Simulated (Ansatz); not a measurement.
**LaGe3Ru: Ge vacancy**

All numbers are calculated (PBEsol, no spin polarisation, no spin-orbit coupling; Ansatz, PAW set soft_2, 420 eV, k-mesh 3×3×3), not measured.

The relaxed host crystal (no gap at this level of theory):

```xyz
5
Lattice="-2.1966 2.1966 5.0442 2.1966 -2.1966 5.0442 2.1966 2.1966 -5.0442" Properties=species:S:1:pos:R:3 pbc="T T T"
Ge    0.0000    0.0000    4.2812
Ge    2.1966    0.0000    2.6194
Ge    0.0000    2.1966    2.6194
La    0.0000    0.0000   10.0779
Ru    0.0000    0.0000    6.6422
```

Supercell of 25 atoms, rows of the matrix [[0,-1,-2],[1,-1,1],[-2,0,-1]] times the cell vectors; Ge vacancy at (0.424, 0.424, 0.000) in fractions of the cell above. Atoms are relaxed at the host's cell.

**Question.** How does the lattice relax around the defect?

**Answer.** Distances from the empty Ge site (Å), by shell of the perfect crystal:

```csv
shell,perfect crystal,"relaxed, charge 0"
1 Ru,2.36,2.32
4 Ge,2.75,2.74
4 La,3.20,3.21
```

```json
{"charge": "0", "gap of the cell on the mesh (eV)": "0.00"}
```

Formation energy of the neutral defect: 2.33 eV, taking atoms from and to the elements' standard states (no corrections for gases), so it belongs to those chemical potentials alone.

Relaxed cell at charge 0:

```
LaGe3Ru V_Ge charge 0
1.0
    -6.5899   -2.1966    5.0442
    -2.1966    6.5899   -5.0442
     2.1966   -6.5899   -5.0442
Ge La Ru
14 5 5
Direct
  0.0002 0.5763 0.5768
  0.2005 0.3768 0.9766
  0.7998 0.7766 0.1761
  0.5995 0.9761 0.7763
  0.4978 0.7433 0.2430
  0.0979 0.1358 0.4362
  0.3022 0.9451 0.8455
  0.9000 0.3404 0.0404
  0.7021 0.5383 0.6379
  0.6996 0.0430 0.1451
  0.2996 0.4379 0.3358
  0.5004 0.2362 0.7383
  0.1004 0.6455 0.9433
  0.9000 0.8404 0.5404
  0.4000 0.6037 0.8037
  0.9994 0.9985 0.9977
  0.1991 0.7977 0.3983
  0.8006 0.1983 0.5992
  0.6009 0.3992 0.1985
  0.4000 0.9459 0.1459
  0.0048 0.3426 0.3444
  0.2019 0.1444 0.7396
  0.7952 0.5396 0.9378
  0.5981 0.7378 0.5426
```

Caveats: small supercell, so energies and levels can be off by tenths of an eV; the atoms kept the symmetry of the start, so a distorted state could lie lower.
